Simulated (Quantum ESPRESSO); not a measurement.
# Kohn-Sham bands of TlBr (rock salt)

```
TlBr
1.0
    0.00000     3.34204     3.34204
    3.34204     0.00000     3.34204
    3.34204     3.34204     0.00000
Tl Br
1 1
Direct
  0.00000   0.00000   0.00000
  0.50000   0.50000   0.50000
```

Materials Project entry mp-568560; symmetrised, unrelaxed at this level. Not found in the COD (Crystallography Open Database) copy used, which has the formula in other groups; not checked further. Level: PBEsol, spinors with spin-orbit coupling; pw.x of Quantum ESPRESSO at 50 Ry with PseudoDojo potentials, 8×8×8 k-points, Wannier90. Density: 8×8×8 mesh, cold smearing 0.01 Ry.

Energies are relative to the valence-band maximum; weights are on the orthonormalised atomic waves of the pseudopotential files, averaged over the group. 20 electrons a cell are treated as valence.

| bands | from (eV) | to (eV) | filling | weight on atomic waves |
|---|---|---|---|---|
| 1–2 | -13.83 | -13.68 | filled | … |
| 3–6 | -11.25 | -11.18 | filled | … |
| 7–12 | -9.09 | -8.97 | filled | … |
| 13–14 | -5.17 | -3.91 | filled | … |
| 15–20 | -3.05 | 0.00 | filled | … |

Q: Which atomic shells make up each group?

A: 
- 1–2, weight on atomic waves: Br 4s 91 %, Tl 6p 8 %
- 3–6, weight on atomic waves: Tl 5d 100 %
- 7–12, weight on atomic waves: Tl 5d 100 %
- 13–14, weight on atomic waves: Tl 6s 72 %, Br 4p 23 %
- 15–20, weight on atomic waves: Br 4p 80 %, Tl 6p 10 %, Tl 6s 8 %

The Kohn-Sham gap over both meshes and the path is 1.81 eV.
